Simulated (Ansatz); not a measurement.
# Calculated O-17 NMR of the central transition for SiP2O7

Cell: an entry of the Crystallography Open Database (COD), its atoms then relaxed with PBE in this cell.

```
Si P O
1.0
     4.71580    0.00000    0.00000
    -2.35790    4.08400    0.00000
     0.00000    0.00000   11.91700
Si P O
2 4 14
Cartesian
  0.0000 0.0000 0.1239
  0.0000 0.0000 6.0824
  2.3579 1.3613 4.6617
  0.0000 2.7227 10.6202
  2.3579 1.3613 1.5447
  0.0000 2.7227 7.5032
  3.8117 1.1168 1.1579
  0.9387 3.8594 7.1164
  1.8428 2.7426 1.1579
  -1.4538 2.9672 7.1164
  1.4192 0.2246 1.1579
  0.5151 1.3414 7.1164
  2.3579 1.3613 3.1032
  0.0000 2.7227 9.0617
  3.8117 1.1168 5.0484
  0.9387 3.8594 11.0069
  1.8428 2.7426 5.0484
  -1.4538 2.9672 11.0069
  1.4192 0.2246 5.0484
  0.5151 1.3414 11.0069
```

Sites (sets of like atoms) are named by element and the number of their first atom in this list.

Method: Kohn–Sham DFT in Ansatz, PBE, plane waves and PAW, scalar-relativistic, 420 eV cutoff, Γ-centred 5×5×2 k-points, Fermi–Dirac smearing 0.02 eV.

O-17 has I = 5/2 and Q = -25.58 mb (Pyykkö 2018); at 9.4 T its Larmor frequency is ν₀ = 54.3 MHz. Only the quadrupole interaction is simulated: positions count from each site's isotropic chemical shift, and shift anisotropy, dipolar and J coupling are left out.

(1) Simulate the second-order pattern (static powder, Gaussian broadening 2 kHz) of site O13 (2 P at 1.56 Å, angle 180°).

Answers

(1) The calculation gives C_Q = -9.84 MHz and η = 0.00, so ν_Q = 1.48 MHz and the centre of gravity lies at -197 ppm (-10.7 kHz).

| offset (kHz) | height |
| --- | --- |
| -39.34 | 0 |
| -37.72 | 5 |
| -36.10 | 67 |
| -34.49 | 100 |
| -32.87 | 65 |
| -31.25 | 51 |
| -29.64 | 43 |
| -28.02 | 39 |
| -26.40 | 36 |
| -24.78 | 33 |
| -23.17 | 31 |
| -21.55 | 30 |
| -19.93 | 29 |
| -18.32 | 28 |
| -16.70 | 27 |
| -15.08 | 27 |
| -13.47 | 26 |
| -11.85 | 25 |
| -10.23 | 25 |
| -8.61 | 25 |
| -7.00 | 25 |
| -5.38 | 25 |
| -3.76 | 25 |
| -2.15 | 25 |
| -0.53 | 24 |
| 1.09 | 20 |
| 2.70 | 20 |
| 4.32 | 20 |
| 5.94 | 21 |
| 7.56 | 22 |
| 9.17 | 24 |
| 10.79 | 25 |
| 12.41 | 27 |
| 14.02 | 31 |
| 15.64 | 36 |
| 17.26 | 46 |
| 18.87 | 71 |
| 20.49 | 48 |
| 22.11 | 4 |
| 23.72 | 0 |

An axis of threefold or higher order runs through O13, so V_zz lies along it and η is zero.

At this cell the PBE pressure is 5 GPa (principal stresses up to 8 GPa in size), so with PBE the cell would grow if it were relaxed.
